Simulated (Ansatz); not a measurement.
Input:

TiC:
Space group Fm-3m (No. 225); a = b = c = 4.3278 Å, α = β = γ = 90.00°

```tsv
atom	site	symmetry	x	y	z
Ti	4a	m-3m	0.0000	0.0000	0.0000
C	4b	m-3m	0.5000	0.5000	0.5000
```
(The calculation used a cell of 2 atoms; values per cell refer to that cell.)

This is the r²SCAN-relaxed structure.

Problem. All from plane-wave PAW r²SCAN (Ansatz code), unless another level is named. Predict the electronic character.

Solution. metallic (no gap).

Problem. What about the formation energy from the elements (no fitted shifts)?

Solution. -0.98 eV/atom.

Problem. Next, the density of states at the Fermi level?

Solution. 0.12 states/eV per atom (mean over ±0.08 eV).

The r²SCAN relaxation kept the symmetry of its start. The run is not spin-polarised. The references are the lowest solids computed at this level, not always the standard phases.

Potentials: the later of the program's two PAW sets.
